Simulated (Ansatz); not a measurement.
NbSb: relaxation of cell and atoms

All numbers below come from DFT, PBE, PAW with Ansatz's default frozen-core files, scalar-relativistic (Ansatz 0.2.0).

Command: `ansatz run input.yaml --threads 1 --pin off --max-ram 2048MiB --backend cpu --events-out ev --progress --plain --runs-dir out` The run took 22 s on 1 thread of Intel(R) Xeon(R) Platinum 8488C (Sapphire Rapids), with other jobs on the host, peak memory 0.46 GiB.

```yaml
crystal:
  lattice:
    - [3.7348300949, 0.0, 0.0]
    - [-1.8674150475, 3.234457741, 0.0]
    - [0.0, 0.0, 3.660133493]
  atoms:
    - { symbol: Nb, position: [0.0, 0.0, 0.0] }
    - { symbol: Sb, position: [0.3333333333, 0.6666666667, 0.5] }
kpoints:
  mp_grid: { grid: [11, 11, 10] }
scf:
  occupations: { method: fermi_dirac, width: 0.05 }
hamiltonian:
  xc: pbe
  pseudopotentials: { kind: paw }
output:
  forces: true
  stress: true
relax:
  f_tol: 0.005
  max_steps: 80
  cell: {}
```

No spin–orbit coupling, which matters for the heavy atoms here.

The cell is built from the WC type as a first guess.

The cutoff is 420 eV; energies and pressures of the walk include the program's estimate of the Pulay term.

Each frame lists the cell vectors (Å), then Cartesian positions (Å); symmetry keeps all forces zero. Free energies count from the first step, -11037.0664 eV.

The walk took 5 evaluations in all; steps that aren't listed are left out.

Step 1: E = 0.0 meV, P = -2.09 GPa

```
cell 3.7348 0.0000 0.0000 -1.8674 3.2345 0.0000 0.0000 0.0000 3.6601
Nb    0.0000    0.0000    0.0000
Sb    0.0000    2.1563    1.8301
```

Step 2: E = -27.7 meV, P = 4.21 GPa

```
cell 3.5530 0.0000 0.0000 -1.7765 3.0770 0.0000 0.0000 0.0000 3.7844
Nb    0.0000    0.0000    0.0000
Sb    0.0000    2.0513    1.8922
```

Step 3: E = -43.6 meV, P = -0.29 GPa

```
cell 3.6019 0.0000 0.0000 -1.8010 3.1194 0.0000 0.0000 0.0000 3.8099
Nb    0.0000    0.0000    0.0000
Sb    0.0000    2.0796    1.9049
```

(1) How does the relaxation end?

## Answers

(1) It converges, with a = 3.596 Å, b = 3.596 Å, c = 3.813 Å, α = 90.00°, β = 90.00°, γ = 120.00° (conventional cell, space group P-6m2). The last solve (on a basis chosen afresh for the final cell, so its energy is not quite comparable) gives E = -43.4 meV, P = -0.02 GPa:
```
cell 3.5955 0.0000 0.0000 -1.7978 3.1138 0.0000 0.0000 0.0000 3.8132
Nb    0.0000    0.0000    0.0000
Sb    0.0000    2.0759    1.9066
```
